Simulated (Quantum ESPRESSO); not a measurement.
Space group I4/mcm (No. 140); a = 6.0051 Å, b = 6.0051 Å, c = 11.3278 Å, α = 90.00°, β = 90.00°, γ = 90.00°

```
atom  site  symmetry       x       y       z
----  ----  --------  ------  ------  ------
F      16l       ..m  0.1631  0.3369  0.1200
K       4a       422  0.0000  0.0000  0.2500
Au      4d      m.mm  0.0000  0.5000  0.0000
```
(The calculation used a cell of 12 atoms; values per cell refer to that cell.)

The geometry is that of Materials Project entry mp-5309, symmetrised and not relaxed again.

Question: What does PBEsol (pw.x of Quantum ESPRESSO, ONCV potentials, scalar-relativistic) give for the electronic structure near the Fermi level?

Answer: The PBEsol gap is direct, 2.32 eV at X. Another valence extremum on the path lies within 0.02 eV, too close to call. Spin-orbit coupling is left out, which matters for elements this heavy: edges can move by tenths of an eV.
